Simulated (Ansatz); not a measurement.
Si:
```
Si
1.0
    0.00000     2.73508     2.73508
    2.73508     0.00000     2.73508
    2.73508     2.73508     0.00000
Si
2
Direct
  0.50000   0.50000   0.50000
  0.75000   0.75000   0.75000
```

Relaxed with PBE. Special points in fractions of this cell's reciprocal vectors: Γ (0.000, 0.000, 0.000); X (0.500, 0.000, 0.500); U (0.625, 0.250, 0.625); K (0.375, 0.375, 0.750); L (0.500, 0.500, 0.500); W (0.500, 0.250, 0.750).

Problem. List the band energies nearest the valence-band maximum at these points for PBE in the plane-wave PAW code Ansatz.

Solution. In eV from the valence-band maximum; about four levels below and three above (degenerate sets whole), none deeper than 8.9 eV; points with the same levels are listed once.

```
k                    below                above
-  -----------------------  -------------------
Γ           0.00 0.00 0.00       2.55 2.55 2.55
X  -7.75 -7.75 -2.79 -2.79  0.75 0.75 9.92 9.92
U  -8.16 -7.17 -4.20 -2.38       1.23 4.11 7.37
L        -6.87 -1.18 -1.18       1.46 3.35 3.35
W  -7.59 -7.59 -3.76 -3.76  4.27 4.27 4.92 4.92
```

Space group Fd-3m (diamond). The cell was relaxed with PBE under the symmetry of its start.

Potentials: the later of the program's two PAW sets.
